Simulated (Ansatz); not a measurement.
NaB: tetragonal deformation path

Theory: Ansatz, DFT PBEsol, scalar-relativistic, plane waves, PAW. Settings: plane waves to 420 eV, k-mesh 18×18×18 (Γ-centred), Gaussian smearing 0.15 eV. No spin polarisation. Energies are free energies at this smearing, counted from the undisturbed cell; pressure is positive in compression.

The starting cell (as given, not relaxed at this level; it stands at -1.0 GPa, and it needn't be the usual structure):

```
Na B
1.0
     0.00000    2.68387    2.68387
     2.68387    0.00000    2.68387
     2.68387    2.68387    0.00000
Na B
1 1
Direct
  0.00000 0.00000 0.00000
  0.50000 0.50000 0.50000
```

At fixed volume and fractional coordinates, lengths along (0.000, 0.000, 1.000) are scaled against those across it; ρ is that ratio over its starting value. The cell is metallic on the mesh throughout.

**Question.** Over the sampled range (0.707 to 1.414), is the undisturbed cell the lowest point?

**Answer.** Yes, every other sampled point lies higher.

The scan:

| ρ | ΔE (meV/atom) |
| --- | --- |
| 0.707 | 515.7 |
| 0.850 | 95.7 |
| 1.000 | 0.0 |
| 1.414 | 277.3 |